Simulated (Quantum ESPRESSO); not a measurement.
# Strain and stress in Ge6PGa

The results below are calculated, not measured. They come from pw.x of Quantum ESPRESSO 7.5, a plane-wave density functional program, with PseudoDojo standard norm-conserving files (v0.5 for PBE, v0.4.1 for LDA and PBEsol). The cells are made up: elements, strain and atom displacements were drawn at random, and nothing was relaxed. There is no spin polarisation, spin-orbit coupling or dispersion term.

The cell has 8 sites of a zincblende or diamond lattice. Sites 1 to 4 hold Ge Ge Ge Ge; sites 5 to 8 hold P Ge Ge Ga. Cell vectors in Å: (5.616, 0.000, 0.000); (0.000, 5.616, 0.000); (0.000, 0.000, 5.616). Settings: PBE, cutoff 1088 eV, 6 x 6 x 6 k mesh shifted by half a step, Fermi-Dirac smearing of 0.1 eV.

Each run adds the same linear strain along x, y and z to one cell, with the atoms carried along; the vectors above are those of run 5. Stress is positive in tension and P is minus a third of its trace. E is the free energy for each atom above the lowest run shown.

```
run  strain (%)  s_xx (GPa)  s_yy (GPa)  s_zz (GPa)  s_xy (GPa)  P (GPa)  E (meV/atom)
  1       -2.12      -11.06      -11.27      -11.34       -0.86    11.22         95.82
  3       -1.34       -8.67       -8.86       -8.95       -0.79     8.83         64.81
  4       -0.74       -7.00       -7.18       -7.27       -0.73     7.15         45.60
  5        0.34       -4.33       -4.49       -4.59       -0.64     4.47         20.05
  6        1.42       -2.04       -2.18       -2.28       -0.56     2.17          5.19
  7        2.37       -0.30       -0.43       -0.53       -0.49     0.42          0.00
  2       -1.87           ?           ?           ?           ?        ?             ?
```

A rerun of one of these cells at 1377 eV and k mesh 8 x 8 x 8 moved values by no more than 0.003 eV in the cell's energy, 0.03 GPa in stress and 0.010 eV/Å in force.

## Worked fit

A parabola through the six runs shown gives P = 5.27 - 2.44 e + 0.169 e² GPa, with e in per cent and a scatter of 0.03 GPa. A linear strain of 1 % changes the volume by about 3 %, so the bulk modulus of this cell with clamped atoms is about 81 ± 1 GPa at e = 0. The error is the larger of the fit's own and the change that a cubic makes, rounded up.

## Withheld run

Question: what P should run 2 give?

The fit gives 10.42 GPa. The calculation gave 10.43 GPa.

| run | strain (%) | s_xx (GPa) | s_yy (GPa) | s_zz (GPa) | s_xy (GPa) | P (GPa) | E (meV/atom) |
| --- | --- | --- | --- | --- | --- | --- | --- |
| 2 | -1.87 | -10.27 | -10.47 | -10.55 | -0.84 | 10.43 | 85.11 |